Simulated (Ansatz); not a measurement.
Bi: from a starting cell to a relaxed one

The start is a relaxed Bi cell displaced along its unstable phonon at q = (½, 0, 0) of its primitive reciprocal cell (19i cm⁻¹), largest move 0.15 Å. Cell shape, volume and atoms are optimised at zero target pressure with PBEsol (plane waves to 420 eV, PAW, scalar-relativistic; Ansatz, a program for electronic structure). The first steps use a coarse 6×11×11 k-mesh.

Starting cell:
```yaml
crystal:
  lattice:
    - [0.00000, 4.94321, 4.94321]
    - [2.47161, 0.00000, 2.47161]
    - [2.47161, 2.47161, 0.00000]
  atoms:
    - { symbol: Bi, position: [0.00000, 0.95113, 0.03155] }
    - { symbol: Bi, position: [0.50000, 0.04887, 0.96845] }
```

```json
{
  "largest_initial_force": "0.02 eV/Å, on Bi1, Bi2 (atoms numbered as listed)",
  "energy_released": "0.12 eV/atom",
  "relative_to_the_parent": "It does not go back: it reaches Cmcm (No. 63), 0.12 eV/atom below the parent",
  "band_gap_at_the_end": "zero (metallic)",
  "optimiser_moves": "33"
}
```

Final values are on a 14×14×8 k-mesh of the relaxed cell. No spin polarisation in the result.

The run could not lose the symmetry of its start: the end is stationary, and may be a saddle point rather than a minimum.

The relaxed structure here is a generated cell of Bi: the first start was made by placing the elements on the sites of a structure type, and the end was not matched to a known phase here, so it may be hypothetical. Known forms of Bi include space group No. 166.
